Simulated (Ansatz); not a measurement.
CaZn2Ge2 under pressure: fit and missing row

CaZn2Ge2, I4/mmm, a = 4.210 Å, c = 10.628 Å. The structure is a COD entry; whether it is the stable form wasn't checked. Ansatz: PBEsol, PAW, 420 eV, Γ-centred 12×12×12 mesh on 5 atoms, Gaussian smearing 0.10 eV; no spin polarisation. Cell and atoms are relaxed at each pressure, and no other structure is tried, so the rows at high pressure may lie past a change of phase.

| V (Å³/atom) | P (GPa) |
| --- | --- |
| ? | 40.00 |
| 15.477 | 20.00 |
| 16.752 | 10.00 |
| 17.636 | 5.01 |
| 18.305 | 2.00 |
| 18.833 | 0.02 |
| 19.468 | -2.00 |

Question: Take V0 = 18.833 Å³/atom, count pressures from its P0 = 0.02 GPa, fit the third-order Birch–Murnaghan form to the other rows, and predict the missing volume.

Answer: With the Eulerian strain f = ½[(V0/V)^(2/3) − 1] and y = (P − P0)/[3f(1 + 2f)^(5/2)], the form is the line y = B0 + 1.5 B0 (B0′ − 4) f. Rows (f, y): 0.06989, 68.7; 0.04059, 67.4; 0.02238, 66.6; 0.00957, 65.8; -0.01093, 65.1. Means f = 0.02630, y = 66.720; Σ(Δf)² = 0.003786, ΣΔfΔy = 0.1722; the slope is their ratio. y = 65.52 + 45.49 f GPa, so B0 = 65.5 GPa and B0′ = 4 + 2 × (45.49)/(3 × 65.52) = 4.46. P = 40.00 GPa is met at f = 0.11321 (y = 70.67), so V = V0 (1 + 2f)^(−3/2) = 13.866 Å³/atom. The run gave 13.852 Å³/atom, so the fit is 0.014 Å³/atom too high, 0.25 % of the span of the series, against an rms of 0.001 Å³/atom on the fitted rows. The row lies outside the fitted range. A fourth-order term fitted to the same rows gives P = 40.31 GPa at this row's volume (the line 40.23, the run 40.00), no gain. Also, this row ran on the mesh 14×14×14, its neighbour on 12×12×12, which can shift it a little.

The mesh isn't the same in all rows (12×12×12, 14×14×14).

Cost: 7 runs of about 22 core-minutes in all, on Arm Neoverse V1 (shared hosts).